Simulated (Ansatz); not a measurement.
According to the program Ansatz at the r²SCAN level (PAW), Sb2Mo in the orthorhombic phase (Cmc2_1; Mo on 4a, Sb on 4a, Sb on 4a) relaxes to a = 3.425 Å, b = 12.873 Å, c = 5.937 Å. Its formation energy from the elements is 0.078 eV/atom, with no fitted shifts.

Electronic character: metallic (no gap).

The start of the workflow was typed in or built on a structure type; neither database checked (COD, Materials Project) lists it. Its standing as an ambient phase is unchecked. The cell was relaxed with r²SCAN under the symmetry of its start; its stability against distortions is not shown here. The run is not spin-polarised. The volume moved by -16 % from the start of the relaxation. The references are the lowest solids computed at this level, not always the standard phases. Scalar-relativistic: spin–orbit coupling is off unless named, which matters more the heavier the elements.

Potentials: the later of the program's two PAW sets.
